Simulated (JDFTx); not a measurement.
Tl(1 0 -1 0) slab cut from bulk Tl (space group P6_3/mmc, indices of the conventional cell, lattice of the Materials Project entry mp-82, not re-optimised): 6 atoms in 6 planes, a 1x1 cell of 19.75 Å² (|a| = 3.497, |b| = 5.647 Å), 7.1 Å between the outermost planes, cell height 23.1 Å, 6×4×1 k mesh, Fermi smearing 0.01 Ha, no spin polarisation.

Level of theory: PBE, GBRV ultrasoft potentials, plane waves to 20/100 Ha; code: a modified build of JDFTx. Liquid: linear PCM (GLSSA13), water, 1 M NaF. Between zero charge and 0.50 V from it the run gives σ = 9.6 μC/cm², a mean capacitance of 19.1 μF/cm². The liquid has ε = 78.4, a 1:1 salt at 1 M with linear (Debye) response, and T = 298 K.

Working it through: the Debye length, the diffuse-layer capacitance, and the inner capacitance that is left when the two stand in series.

Each ion has density c = 1 × 6.022×10⁻⁴ = 6.022e-04 Å⁻³. λ² = ε kT / (8π (e²/4πε₀) c) with kT = 0.02568 eV and e²/4πε₀ = 14.40 eV Å gives λ = 3.04 Å; the log prints 3.04 Å. C_diffuse = ε₀ε/λ = 228 μF/cm². Then 1/C_inner = 1/19.1 − 1/228, so C_inner = 20.9 μF/cm², which equals a vacuum gap of ε₀/C_inner = 0.42 Å. The diffuse layer takes 8 % of the potential drop; the rest lies between the electrode's charge and the onset of the dielectric, with the electrode's own (quantum) capacitance in it. The split is a model: in the calculation solvent and ions share one smooth cavity.
